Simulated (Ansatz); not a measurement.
MnNb₃ in the AuCu3-type structure

Level of theory: DFT, PBEsol, scalar-relativistic, collinear spin; plane waves to 420 eV with PAW datasets (Ansatz 0.2.0), Γ-centred 8×8×8 mesh, 0.05 eV Gaussian smearing; PAW files: Ansatz's generated set soft_2.

```
Mn Nb
1.0
     4.05099    0.00000    0.00000
     0.00000    4.05099    0.00000
     0.00000    0.00000    4.05099
Mn Nb
1 3
Cartesian
  0.0000 0.0000 0.0000
  0.0000 2.0255 2.0255
  2.0255 2.0255 0.0000
  2.0255 0.0000 2.0255
```

The cell came from substitution into a structure type; whether the compound takes it is for experiment to say.

Magnetic state: ferromagnetic, site spin moments Mn 2.91; Nb -0.06 μB.

The cell is relaxed to zero pressure at this level.

Path: Γ–X–M–Γ–R–X | R–M, with Γ = (0.000, 0.000, 0.000), X = (0.000, 0.500, 0.000), M = (0.500, 0.500, 0.000), R = (0.500, 0.500, 0.500) in reciprocal vectors of the calculation's cell.

Problem. Is it a metal or an insulator, and if it has a gap, where are the band edges on this path?

Solution. A metal: bands cross the Fermi level.

Bands as a text map, energy in eV from the Fermi level (dashes), each leg drawn with the same width, + spin up, o spin down, # both:
```
  2.86 | +#+o#o o+   ##   # # o #+++ +++++#  ++++o ##
  2.57 | +  ++##+##     ##      o   +   +###+        
  2.29 |ooo#oo##o  #    o#oo#o#          #+#     +o  
  2.00 |  o  +  +ooo#o #   #o oo    #    +o ##    +o 
  1.71 |  +o# #oo++######+oo  ++o+   o  #  o  o    +#
  1.43 |    ooo#####+### o++   o o # +   o##  +    o#
  1.14 |   + # ++  +#oo#o ++   o o  o  #oo++oo o  #oo
  0.86 |    ####+  ++++  oo     + +o+##oo +#++o+ #o++
  0.57 |   o+++##++    + ooo   oooo+ +#o +##  +o# +  
  0.29 |###+ o  +o      #o+o###+oo##oo# o#+ ooo##+   
  0.00 |--#------+#o-----#-#--o+-+oo##-##+--###ooo---
 -0.29 |   #  o   +#ooooo#+    o #+# o#+#o    o#++ooo
 -0.57 |    #  oooo##ooo#+#     #o    ### oo   o#o#oo
 -0.86 |+++++#   ooo#oo#o#++++++ +#   #o  o      #ooo
 -1.14 | ++  +# oooo ####  ++ +   o++++ ##o +++++ ###
 -1.43 |   ++ +##++##o+o#++    + o + +++o+##   ++++++
 -1.71 |     +o++o######++      + +    o###+    +++##
 -2.00 |     o#####o# + #o      o#++++++ +##+++++  ++
 -2.29 |     o###++##++++o       +     +##+#     +#++
 -2.57 |    oo  ++#++####+o    ooo     o#++      o ##
 -2.86 |   oo+++ #+ o#o+###o   o# o     +# +    oo#oo
 -3.14 |oooo++###   # +o +#oooo# +    o#  ##   oo+o++
 -3.43 | o####+    #++ + # #o o++#+o o##o     oo+++  
 -3.71 |##+++oo  o#+      + +#++# ##o+++#o  oo + o   
 -4.00 |  ++#++oo#+     # #++ +   o+++ o++#o+++ o+   
 -4.29 |++ #   #++         #++ # o    o+  +#   o+    
 -4.57 |  #   o          o  o #  ++ooo+     ooo+     
 -4.86 |##    +          +  +#  o  +++      +++      
        Γ      X      M      Γ      R      XR       M
```

The run wasn't fully tested for a lower electronic state. Site moments are of spin, integrated over atomic spheres. No antiparallel order was tried.
